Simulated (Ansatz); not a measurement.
Li2MoO3 in space group P-1 (No. 2; Pearson symbol aP12) under volume change, the program Ansatz at the r²SCAN level (PAW), shape and atoms relaxed at each volume.

| V (Å³/atom) | E − E(relaxed) (meV/atom) | P (GPa) |
|---|---|---|
| 8.131 | 33.8 | 14.75 |
| 8.399 | 14.1 | 8.97 |
| 8.667 | 3.3 | 4.10 |
| 8.935 | 0.0 | 0.00 |
| 9.203 | 2.9 | -3.42 |
| 9.471 | 11.0 | -6.18 |
| 9.739 | 23.4 | -8.37 |

Task: What does a third-order Birch–Murnaghan fit give for V₀, B₀ and B′?

Result: V₀ = 8.94 Å³/atom, B₀ = 123 GPa, B′ = 5.2.

The first step of the workflow began from a Materials Project structure, measured or hypothetical; the Crystallography Open Database copy checked does not list it. Entries of such low symmetry are often ordered models of mixed-site phases. Its standing as an ambient phase is unchecked. The r²SCAN relaxation kept the symmetry of its start; its stability against distortions is not shown here. The run is not spin-polarised. No Hubbard U is applied.

Potentials: the later of the program's two PAW sets.
